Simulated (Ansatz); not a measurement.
What settings do to one calculation: zincblende alloy of ZnSe and BeSe (2 of 8 Zn sites exchanged), 16 atoms with displaced atoms

Ansatz (PAW, plane waves), atoms fixed. The base input:

```yaml
crystal:
  lattice:
    - [11.075016, 0.000000, 0.000000]
    - [0.000000, 5.537508, 0.000000]
    - [0.000000, 0.000000, 5.537508]
  atoms:
    - { symbol: Zn, position: [0.003769, 0.006574, 0.005344] }
    - { symbol: Zn, position: [0.496084, 0.002166, 0.981374] }
    - { symbol: Zn, position: [0.244577, 0.495531, 0.995665] }
    - { symbol: Zn, position: [0.748233, 0.507264, 0.996798] }
    - { symbol: Zn, position: [0.003210, 0.494685, 0.494364] }
    - { symbol: Zn, position: [0.498338, 0.505545, 0.500120] }
    - { symbol: Se, position: [0.121752, 0.246093, 0.241169] }
    - { symbol: Se, position: [0.625886, 0.257277, 0.258941] }
    - { symbol: Se, position: [0.374626, 0.753327, 0.242122] }
    - { symbol: Se, position: [0.875979, 0.753678, 0.256578] }
    - { symbol: Se, position: [0.376894, 0.253641, 0.756571] }
    - { symbol: Se, position: [0.873235, 0.229202, 0.750704] }
    - { symbol: Se, position: [0.127060, 0.747539, 0.753245] }
    - { symbol: Se, position: [0.622926, 0.745146, 0.746918] }
    - { symbol: Be, position: [0.249860, 0.001961, 0.490105] }
    - { symbol: Be, position: [0.749118, 0.008731, 0.502146] }
kpoints:
  mp_grid: { grid: [2, 2, 2], shift: [0.5, 0.5, 0.5] }
hamiltonian:
  xc: pbesol
scf:
  occupations: { method: fermi_dirac, width: 0.01 }
output:
  forces: true
  eigenvalues: true
  stress: true
  populations: true
```

Command:

```sh
ansatz run in.yaml --threads 7 --pin off --max-ram 13300MiB --runs-dir r --events-out ev --progress --plain
```

It converged in 9 iterations and 3.9 s of wall time on 7 threads of a Neoverse-V2 processor, on a host shared with other runs; peak host memory 1.2 GiB; largest force component 1.37 eV/Å, pressure 0.34 GPa. The cutoff was the default, 420 eV. The base isn't a converged reference: it has few k points, and its atoms are unrelaxed. Each run below changes the keys shown and caps the iterations.

| run | changed | ending | iterations | free energy less the base (meV per atom) | rms change of forces (eV/Å) | change of pressure (GPa) | wall time (s, shared host) |
| --- | --- | --- | --- | --- | --- | --- | --- |
| 1 | dr2_threshold 1e-05, max_iter 60 | converged | 6 | 0.0 | 0.000 | 0.00 | 2.7 CPU |
| 2 | dispersion d3bjatm, max_iter 100 | converged | 9 | other zero | 0.002 | -1.77 | 2.9 CPU |
| 3 | ecutwfc 550 eV, xc_grid 1 (2 is the default), max_iter 70, total_charge -1 | converged | 24 | other zero | 0.122 | 1.74 | 8.5 CPU |
| 4 | width 0.5 eV, xc pbe, mixing beta 0.01, max_iter 100 | converged | 13 | other zero | 0.119 | 3.36 | 4.2 CPU |
| 5 | dispersion rvv10, max_iter 60 | refused | – | – | – | – | – |
| 6 | accuracy low (cutoff and grids as in the base), max_iter 90 | converged | 9 | 0.0 | 0.000 | 0.00 | 2.9 CPU |

«Other zero»: another functional, charge or dispersion term moves the zero of energy, so the difference says nothing of accuracy.

**Question.** Which changes leave the result alone, and which of the same physical model moves the forces most?

**Answer.** The forces move by under 0.002 eV/Å in runs 1, 6. Among the runs with the same functional, charge and dispersion term, none moves them by over 0.01 eV/Å.

**Question.** Why did some runs give no result?

**Answer.** - run 5: inconsistent input (hamiltonian.dispersion, hamiltonian.xc): `dispersion: rvv10` has no transferable b for PBE exchange — Sabatini et al. (2013) fitted b=6.3 to rPW86, and the PBE refits of Peng & Perdew (2017) are task-dependent (b=6.6 S22 / b=10.0 layered). …
